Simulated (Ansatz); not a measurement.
HfSi:
```xyz
2
Lattice="3.2900 0.0000 0.0000 0.0000 3.2900 0.0000 0.0000 0.0000 3.2900" Properties=species:S:1:pos:R:3 pbc="T T T"
Hf     0.0000     0.0000     0.0000
Si     1.6450     1.6450     1.6450
```

Relaxed with PBE. Special points in fractions of this cell's reciprocal vectors: Γ (0.000, 0.000, 0.000); X (0.000, 0.500, 0.000); M (0.500, 0.500, 0.000); R (0.500, 0.500, 0.500).

Question: List the band energies nearest the Fermi level at these points for PBE in the plane-wave PAW code Ansatz.

Answer: In eV from the Fermi level; about four levels below and three above (degenerate sets whole), none deeper than 8.9 eV; points with the same levels are listed once.

```tsv
k	below	above
Γ	-1.80 -1.80	1.94 1.94 1.94
X	-6.48 -0.53 -0.45 -0.45	4.27 5.29 5.49
M	-7.72 -2.97 -2.97 -2.14	1.40 1.40 3.99
R	-4.51 -4.51 -4.51 -4.38	3.32 3.32 3.32
```

Space group Pm-3m (CsCl type). A made-up cell: these elements were put on the sites of a structure type; neither database checked (COD, Materials Project) lists it. COD files the formula under space group No. 62. Whether it is the stable phase at ambient conditions was not checked. The PBE relaxation kept the symmetry of its start; its stability against distortions is not shown here. No spin polarisation was allowed. Scalar-relativistic: spin–orbit coupling is off unless named, which matters more the heavier the elements.

Potentials: the earlier of the program's two PAW sets.
